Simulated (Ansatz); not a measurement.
CdTe (rock salt, Fm-3m) at seven volumes, the program Ansatz at the PBEsol level (PAW), scaled uniformly. One row is withheld.

```tsv
V (Å³/atom)	P (GPa)
24.536	6.68
25.344	4.04
26.153	?
26.962	0.00
27.771	-1.54
28.580	-2.83
29.389	-3.91
```

### Question
Fit the shown pressures and predict the withheld one.

### Answer
P = (3/2)B₀(x^(7/2) − x^(5/2))[1 + (3/4)(B′ − 4)(x − 1)] with x = (V₀/V)^(2/3). Least squares on the six rows gives V₀ = 26.962 Å³/atom, B₀ = 56.1 GPa, B′ = 4.94. At V = 26.153, x = 1.0205 and P = 1.84 GPa. The run itself gave 1.84 GPa.

This is a known high-pressure phase of the composition, computed here at zero pressure and temperature. The cell was relaxed with PBEsol under the symmetry of its start; its stability against distortions is not shown here. Spin–orbit coupling is left out wherever it is not named.

Potentials: the later of the program's two PAW sets.
